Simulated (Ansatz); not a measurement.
Consider the following.

BN:
```yaml
crystal:
  lattice:
    - [2.54397, 0.00000, 0.00000]
    - [-1.27199, 2.20314, 0.00000]
    - [0.00000, 0.00000, 4.20776]
  atoms:
    - { symbol: B, position: [0.66667, 0.33333, 0.00020] }
    - { symbol: B, position: [0.33333, 0.66667, 0.50020] }
    - { symbol: N, position: [0.66667, 0.33333, 0.37480] }
    - { symbol: N, position: [0.33333, 0.66667, 0.87480] }
```

This is the r²SCAN-relaxed structure. Cartesian axes are those of the cell as given.

**Question.** All from r²SCAN (plane waves, PAW; program Ansatz), unless another level is named. Give the band gap.

**Answer.** 5.75 eV (indirect).

**Question.** Give the formation energy from the elements (no fitted shifts).

**Answer.** -1.29 eV/atom.

**Question.** Predict the hole effective mass, band 1 of 2 at the edge.

**Answer.** 1.3 along x, 1.2 along z (mₑ).

**Question.** And the electron effective mass?

**Answer.** 0.30, 0.50, 0.50 mₑ (principal values).

**Question.** Next, the valence-band maximum?

**Answer.** at Γ.

**Question.** What about the conduction-band minimum?

**Answer.** at K (2 equivalent valleys).

Space group P6_3mc (wurtzite). Symmetry was held in the r²SCAN relaxation. The references are the lowest solids computed at this level, not always the standard phases (solids in place of the gases).

Potentials: the later of the program's two PAW sets.
